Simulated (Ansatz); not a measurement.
## HfW$_{2}$: a fit and a missing row

HfW$_{2}$, Fd-3m, a = 7.542 Å. The structure is a COD entry; whether it is the stable form wasn't checked. Ansatz: PBEsol, PAW, 420 eV, Γ-centred 8×8×8 mesh on 6 atoms, Gaussian smearing 0.10 eV; no spin polarisation. Symmetry fixes shape and atoms, so the cell is only scaled; pressure is positive in compression.

```
V (Å³/atom) P (GPa)
     15.728    38.14
     16.264    26.31
     16.801    16.20
     17.337     7.50
     17.873     0.00
     18.409        ?
     18.945   -12.14
     19.660   -18.48
```

Task: Take V0 = 17.873 Å³/atom, fit the third-order Birch–Murnaghan form to the other rows, and predict the missing pressure.

Result: With the Eulerian strain f = ½[(V0/V)^(2/3) − 1] and y = P/[3f(1 + 2f)^(5/2)], the form is the line y = B0 + 1.5 B0 (B0′ − 4) f. Rows (f, y): 0.04449, 230.9; 0.03246, 230.9; 0.02105, 231.4; 0.01025, 231.8; -0.01904, 234.2; -0.03078, 234.6. Means f = 0.009738, y = 232.30; Σ(Δf)² = 0.004322, ΣΔfΔy = -0.2388; the slope is their ratio. y = 232.8 − 55.24 f GPa, so B0 = 232.8 GPa and B0′ = 4 + 2 × (-55.24)/(3 × 232.8) = 3.84. At V = 18.409, f = -0.00975, y = 233.34 and P = -6.50 GPa. The run gave -6.50 GPa, the same to the digits shown.

Spin–orbit coupling is left out, which can shift energies with elements as heavy as these.